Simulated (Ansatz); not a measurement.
The guess for InSe8 was made by a generator: In between sheets of the P type, stage 1 (P-3m1, No. 164) (host Se; sites filled 1 of 4). A sheet's type names the database crystal that the layer was cut from. The dimensions are guesses.

Space group P-3m1 (No. 164). a = 7.742 Å, b = 7.742 Å, c = 4.373 Å, α = 90.00°, β = 90.00°, γ = 120.00°
| atom | site | symmetry | x | y | z |
| --- | --- | --- | --- | --- | --- |
| In | 1b | -3m. | 0.0000 | 0.0000 | 0.5000 |
| Se | 6i | .m. | 0.3333 | 0.1667 | 0.1455 |
| Se | 2d | 3m. | 0.3333 | 0.6667 | 0.1455 |

Level of theory: DFT PBE+D3(BJ), scalar-relativistic, plane waves, PAW (Ansatz 0.2.0). Cutoff 420 eV, Gaussian smearing, Γ-centred meshes. Cell and atoms relax first on a coarse mesh and then on a finer one. In between, the cell is made exact in the group found at 0.06 Å. In metals the finer mesh still leaves noise of several meV/atom or more. The steps can't lower the symmetry of their start. No spin polarisation.

A guess keeps its type if space group and coordination stay and the shape of the cell changes little (axis ratios within about 15 %, angles within 6°); the volume may change.

**Question.** Will the relaxed cell still be of the starting type?

**Answer.** It doesn't keep its type. The symmetry stays P-3m1 (No. 164). The volume per atom shrinks by 5.9 %, from 25.2 to 23.7 Å³. The shortest distance goes from 2.57 Å (Se–Se) to 2.63 Å (Se–Se). The ratio c/a of the conventional cell changes by a factor of 1.17. Counting neighbours within 15 % of an atom's shortest distance, the start has In 6, Se 3/4 and the end In 6, Se 3/4. In detail, at the end around In lie 6 Se at 2.80 Å; Se on a site of symmetry m is surrounded by 3 Se at 2.63–2.78 Å and 1 In at 2.80 Å; Se on a site of symmetry 3m is surrounded by 3 Se at 2.78 Å.

```
In Se
1.0
     7.21007    0.00000    0.00000
    -3.60504    6.24411    0.00000
     0.00000    0.00000    4.74599
In Se
1 8
Direct
  0.00000 0.00000 0.50000
  0.35886 0.17943 0.14567
  0.33333 0.66667 0.43064
  0.82057 0.17943 0.14567
  0.82057 0.64114 0.14567
  0.17943 0.35886 0.85433
  0.17943 0.82057 0.85433
  0.66667 0.33333 0.56936
  0.64114 0.82057 0.85433
```

The last run used a 6×6×8 mesh (in the run's order of axes) for its 9-atom cell and Gaussian smearing of 0.10 eV. An odd number of electrons in the primitive cell allows no gap without spin; a larger cell or a magnetic state could open one. A structure relaxed within its symmetry needn't be a true minimum.

In counts of neighbours, a slash parts the counts of unlike sites.
